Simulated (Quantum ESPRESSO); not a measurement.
```xyz
2
Lattice="0.0000 3.0570 3.0570 3.0570 0.0000 3.0570 3.0570 3.0570 0.0000" Properties=species:S:1:pos:R:3 pbc="T T T"
Ga     0.0000     0.0000     0.0000
Sb     1.5285     1.5285     1.5285
```

Cell and atoms were relaxed with PBEsol from Materials Project entry mp-1156, within its symmetry.

**Question.** What does PBE (pw.x of Quantum ESPRESSO, ONCV potentials, scalar-relativistic) give for the electronic structure near the Fermi level?

**Answer.** Along the path the PBE gap is only about 0.04 eV, below what this setup resolves reliably; no G0W0 run was built on it. Semilocal functionals shrink small gaps, and the order of the bands at the edge may be inverted. Spin-orbit coupling is left out, which matters for elements this heavy: edges can move by tenths of an eV.
